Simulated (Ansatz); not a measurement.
**ReTe4Pb2 in Ansatz, settings compared**

The input file (Ansatz 0.2.0, plane waves):

```yaml
crystal:
  lattice:
    - [0.0, 6.31768591, 0.0]
    - [6.31768591, 0.0, 0.0]
    - [3.15884245, 3.15884245, -6.37134997]
  atoms:
    - { symbol: Pb, position: [0.75, 0.25, 0.5] }
    - { symbol: Te, position: [0.375, 0.375, 0.75] }
    - { symbol: Te, position: [0.625, 0.125, 0.25] }
    - { symbol: Te, position: [0.875, 0.875, 0.75] }
    - { symbol: Te, position: [0.125, 0.625, 0.25] }
    - { symbol: Re, position: [0.0, 0.0, 0.0] }
    - { symbol: Pb, position: [0.5, 0.5, 0.0] }
  symmetry: { tolerance: 0.0003 }
kpoints:
  mp_grid: { grid: [3, 3, 3], shift: [0, 0, 0] }
magnetization:
  spin_polarized: false
scf:
  occupations: { method: fermi_dirac, width: 0.0742 }
hamiltonian:
  pseudopotentials: { kind: paw }
  xc: r2scan
basis:
  ecutwfc: 500
output:
  forces: true
  stress: true
  eigenvalues: true
```

Launch command:

```bash
ansatz run input.yaml --threads 1 --pin off --max-ram 2560MiB --backend cpu --events-out ev --progress --plain --runs-dir out
```

Origin of the cell: a known structure type with other elements, at an estimated volume, so it need not be a known compound.

Output of this run (shortened):

```
Warning: crystal.lattice misses the space group found at crystal.symmetry.tolerance 3.0e-4 in a digit that the deck types, which is why this is a warning: making the lattice exact moves one o […]
Pseudopotentials: kind: paw
Pseudopotential: Pb, paw, valence charge 14, recommended cutoff 500 eV (meta_gga), Pb.paw.azcp
Pseudopotential: Te, paw, valence charge 16, recommended cutoff 500 eV (meta_gga), Te.paw.azcp
Pseudopotential: Re, paw, valence charge 15, recommended cutoff 500 eV (meta_gga), Re.paw.azcp
Functional definition: r2SCAN
  exchange = r2scan_x(k0 = k0, k1 = k1, a1 = a1)
  correlation = r2scan_c
Crystal: 7 atoms, lattice volume = 254.301 Å³
Basis set: ecut = 500 eV, 6491 PW (Γ), exchange–correlation on 192×192×240 points (64 copies of the dense FFT grid, shifted against one another)
Bands: 65, of which v1, the nominal top of the filled ones, is band 54 counted from 1 (53 counted from 0)
[… 12 lines left out …]
Initial density: superposition of atomic densities (neutral atoms: chi_scale 0, normalization atom), corrected by the library's trained network
Functional: x = r2scan, c = r2scan; τ floored in thin density (d = 2e-4 eV/Å³)
SCF iter   1: F=—  HF=-62697.630814 eV  Δρ=6.41e-3  dr2=6.93e-2  dr2_τ=7.16e-2  defer=3
SCF iter   2: F=—  HF=-62697.694265 eV  Δρ=2.81e-3  dr2=2.19e-2  dr2_τ=4.03e-3  defer=15
SCF iter   3: F=—  HF=-62697.689498 eV  Δρ=8.73e-4  dr2=2.64e-3  dr2_τ=5.50e-5  defer=15
SCF iter   4: F=—  HF=-62697.689686 eV  Δρ=4.17e-4  dr2=7.96e-4  dr2_τ=1.37e-5  defer=15
SCF iter   5: F=—  HF=-62697.689696 eV  Δρ=2.21e-4  dr2=2.16e-4  dr2_τ=4.69e-6  defer=15
SCF iter   6: F=—  HF=-62697.689646 eV  Δρ=6.17e-5  dr2=2.51e-5  dr2_τ=6.46e-7  defer=15
SCF iter   7: F=—  HF=-62697.689671 eV  Δρ=1.24e-5  dr2=6.45e-7  dr2_τ=2.35e-8  defer=15
SCF iter   8: F=—  HF=-62697.689671 eV  Δρ=5.27e-6  dr2=1.18e-7  dr2_τ=2.41e-9
SCF iter   9: F=-62697.689671 eV  HF=-62697.689671 eV  Δρ=1.31e-6  dr2=6.58e-9  dr2_τ=3.63e-10
SCF 1 converged in 9 iterations: F = -62697.689671 eV  dr2 = 6.58e-9
SCF converged after 9 iterations
Free energy (F): -62697.689671 eV
Harris-Foulkes:  -62697.689671 eV  (|F-HF|=3.18e-9)
Internal energy: -62697.557571 eV  (E = F + TS)
E sigma→0 (E₀):  -62697.623621 eV
Entropy (-TS):   -0.132099 eV (-18.871 meV/atom)
Fermi energy:    8.220150 eV
--- Per-component energies (eV) ---
  E_band       = -1668.125641
  E_kinetic    = 1843.845977
  E_local      = -10563.865221  (includes V_loc(G=0)·N_el)
  E_nonlocal   = -482.762545
  E_hartree    = 5472.017574
  E_xc         = -1260.026683
  E_vxc        = -1072.705450  (∫ρ·V_xc dr)
  E_paw        = -48308.670086  (= ΣΔE_a)
  E_vpaw       = -2403.257572  (= ΣTr[D̂ρ^β])
  E_aug_tail   = -0.000144  (compensation charges beyond the density's cutoff)
  E_vtau       = 66.581411  (kinetic-family band-sum trace: ∫τ·v_τ [+ j·A + Jᵃ·Aᵃ] dr)
  E_ewald      = -9400.696000
  E_core_change = 2.599556  (= ΣΔE_core)
  E_smearing   = -0.132099  (= −TS)
  Σ components = -62697.689671   (vs F -62697.689671, Δ=0.00e0)
--- Forces (eV/Å), atoms counted from 1 ---
  atom   1  Pb     0.000000     0.000000    -0.000000
  atom   2  Te    -0.767161    -3.292573    -0.786023
  atom   3  Te    -3.292573     0.767161     0.786023
  atom   4  Te     0.767161     3.292573    -0.786024
  atom   5  Te     3.292573    -0.767161     0.786023
  atom   6  Re     0.000000     0.000000    -0.000000
  atom   7  Pb     0.000000     0.000000    -0.000000
  max |Σ_I F_I| component: 6.47e-16 eV/Å
--- Stress (GPa, compression-positive) ---
        5.112988      -0.000001       0.000000
        0.000001       5.112988       0.000000
        0.000000       0.000000       5.219610
  P = ⅓ Tr σ = 5.1485 GPa (51.485 kbar)
```

The same input was run again with these changes:

1. `kpoints.mp_grid.grid` [3, 3, 3] → [1, 1, 1]; `accuracy` default → medium; `kpoints.mp_grid.shift` [0, 0, 0] → [0.5, 0.5, 0.5]
2. `hamiltonian.pseudopotentials` { kind: paw } → { kind: paw, source: jth }; `hamiltonian.hubbard` default → { sites: [{ species: Re, l: d, u_eff: 3.0 }], double_counting: amf }
3. `scf.mixing.preconditioner` default → kerker_dos; `kpoints.mp_grid.grid` [3, 3, 3] → [1, 1, 1]; `scf.occupations.method` fermi_dirac → gaussian; `scf.occupations.width` 0.0742 → 0.001
4. `basis.ecutwfc` 500 → "350 eV"; `crystal.symmetry` { tolerance: 0.0003 } → { detect: false }

```tsv
run	end	SCF iterations	P (GPa)	max force component (eV/Å)	moment (μB)	ΔE(σ→0) (meV/atom)
base	converged	9	5.15	3.293	–	0
1	converged	12	7.73	3.853	–	140.78
2	converged	14	6.91	3.152	–	–
3	converged	101	5.50	3.975	–	-0.10
4	converged	9	5.15	3.293	–	5.39
```

Energies are compared only where functional, datasets, charge and starting cell are the same.

Not properties of the system: run 1 (too coarse or loose: `kpoints.mp_grid.grid` = [1, 1, 1]), run 3 (too coarse or loose: `kpoints.mp_grid.grid` = [1, 1, 1]), run 4 (too coarse or loose: `basis.ecutwfc` = "350 eV").

Caveats of the base run: no moments, though an odd count or open d shells may carry them; no spin-orbit coupling, though heavy elements are present; the k mesh is coarse if the cell is a metal.

Run 2: the cutoff lies below the datasets' advice.
Run 4: the cutoff lies below the datasets' advice.

The base run ran for 17 s of wall time on 1 CPU thread(s) of a shared host, from the program's own first density.
